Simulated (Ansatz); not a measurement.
Relaxed-ion elastic tensor of C (simple cubic, space group No. 221) in GPa (Voigt order), the program Ansatz at the r²SCAN+D4 level (PAW); density 3.58 g/cm³, 5.58 Å³ per atom.

```
485  260  260  0.0  0.0  0.0
260  485  260  0.0  0.0  0.0
260  260  485  0.0  0.0  0.0
0.0  0.0  0.0  445  0.0  0.0
0.0  0.0  0.0  0.0  445  0.0
0.0  0.0  0.0  0.0  0.0  445
```

**Question.** Is the crystal mechanically stable?

**Answer.** Yes: the smallest eigenvalue of C is 226 GPa.

**Question.** Work out the Voigt, Reuss and Hill averages.

**Answer.** K_V = 335, K_R = 335, K_H = 335; G_V = 312, G_R = 204, G_H = 258 GPa.

**Question.** Give Young's modulus, Poisson's ratio, Pugh's ratio and the universal anisotropy index.

**Answer.** E = 9KG/(3K + G) = 616 GPa; ν = 0.19; K/G = 1.30 (brittle by the Pugh limit of 1.75); A_U = 5G_V/G_R + K_V/K_R − 6 = 2.64.

**Question.** Estimate the sound speeds and the Debye temperature.

**Answer.** v_l = √((K + 4G/3)/ρ) = 13800 m/s, v_t = √(G/ρ) = 8500 m/s, mean 9370 m/s; Θ = (h/k)(3n/4πV)^(1/3) v_m = 1570 K.

**Question.** Give the Zener ratio and Young's modulus along [100], [110] and [111].

**Answer.** A = 2C44/(C11 − C12) = 3.95; 1/E = S11 − 2(S11 − S12 − S44/2)Γ with Γ = 0, 1/4, 1/3 gives 304, 612, 925 GPa.

Space group Pm-3m (simple cubic). The start of the workflow was typed in or built on a structure type; neither database checked (COD, Materials Project) lists it. It is not the phase usual at ambient conditions (space group No. 194, 227). Symmetry was held in the r²SCAN+D4 relaxation; its stability against distortions is not shown here. The volume moved by -25 % from the start of the relaxation. As this level gives no gap, shear constants depend on the k-mesh and smearing (Fermi–Dirac, 0.1 eV here). On the denser mesh and wider smearing of the elastic run this cell carries a stress of 0.7 GPa.

Potentials: the earlier of the program's two PAW sets.
